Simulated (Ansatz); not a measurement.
# CsSnI3, one structure, two calculations

Cell: a computed structure from the Materials Project (it need not be an observed phase), atoms as given.

```
Cs Sn I
1.0
    10.59767    0.00000    0.00000
     0.00000    4.78277    0.00000
     0.00000    0.00000   17.96460
Cs Sn I
4 4 12
Direct
  0.58415 0.25000 0.16990
  0.41585 0.75000 0.83010
  0.08415 0.25000 0.33010
  0.91585 0.75000 0.66990
  0.84136 0.25000 0.93810
  0.15864 0.75000 0.06190
  0.34136 0.25000 0.56190
  0.65864 0.75000 0.43810
  0.52685 0.75000 0.61560
  0.47315 0.25000 0.38440
  0.02685 0.75000 0.88440
  0.97315 0.25000 0.11560
  0.79401 0.75000 0.29136
  0.20599 0.25000 0.70864
  0.29401 0.75000 0.20864
  0.70599 0.25000 0.79136
  0.66611 0.75000 0.99863
  0.33389 0.25000 0.00137
  0.16611 0.75000 0.50137
  0.83389 0.25000 0.49863
```

Sites (sets of like atoms) are named by element and the number of their first atom in this list.

First run. Level of theory: DFT, PBE, plane waves and PAW, scalar-relativistic, 420 eV cutoff, Γ-centred 3×6×2 k-points, Fermi–Dirac smearing 0.02 eV (Ansatz 0.2.0).

```tsv
site	atom	V_zz (10²¹ V/m²)	η
Cs	1	3.52	0.67
Sn	5	-4.64	0.43
I9	9	-8.46	0.52
I13	13	29.7	0.33
I17	17	-21.9	0.40
```

Second run. The same atoms and settings, except that the functional is r2SCAN and the cutoff is 500 eV.

Question: What does the second run give?

Answer: 

```
site  atom   V_zz     η  change of V_zz
  Cs     1   3.62  0.67           +0.10
  Sn     5  -4.83  0.40           -0.19
  I9     9  -8.81  0.57           -0.35
 I13    13   29.7  0.33           -0.06
 I17    17  -21.2  0.42           +0.66
```

The largest change of V_zz is on I17, from -21.9 to -21.2. In per cent, |V_zz| changes by +3 on Cs, +4 on Sn, -3 to +4 on I (all sites that start above 0.5). Isomer shifts (Sn against SnO₂, from the density at the nucleus and a line fitted to measured compounds for each functional; the lines scatter by about 0.1 mm/s, so smaller changes between functionals mean little): Sn 3.97 → 4.02 mm/s.

Without spin–orbit coupling the gradients at and beside I can be off by some per cent, at some sites by more.
For the second run: With these PAW files V_zz is typically within 2 to 3 % of all-electron values, but misses above 10 % occur on I, Sn.
